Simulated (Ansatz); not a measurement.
# Lu2AlSi2: what a change of scf.mixing.preconditioner does

All numbers are calculated (PBEsol, no spin polarisation, no spin-orbit coupling; Ansatz, PAW set soft_2, 420 eV, k-mesh 10×10×10), not measured. These are the settings of the reference run.

Cell:

```
Lu Al Si
1.0
    -1.98952    2.79596    4.16106
     1.98952   -2.79596    4.16106
     1.98952    2.79596   -4.16106
Lu Al Si
2 1 2
Direct
  0.28962 0.78962 0.50000
  0.71038 0.21038 0.50000
  0.00000 0.00000 0.00000
  0.71159 0.50000 0.21159
  0.28841 0.50000 0.78841
```

The reference run of this cell is solved again as a single point with these keys changed:

| key | reference run | changed run |
| --- | --- | --- |
| scf.mixing.preconditioner | not typed | ldos |

Problem. Does this change matter?

Solution. 

```
                                    quantity  reference run  changed run
energy, changed less reference (meV an atom)              0          0.0
                              pressure (GPa)            0.0          0.0
                        largest force (eV/Å)           0.00         0.00
                        gap on the mesh (eV)           0.00         0.00
```

The results hardly move, so this setting matters little here, or the typed value is the one that the program takes anyway. It took 7 iterations from the trained starting density.

Caveats: a single point, atoms not relaxed again.
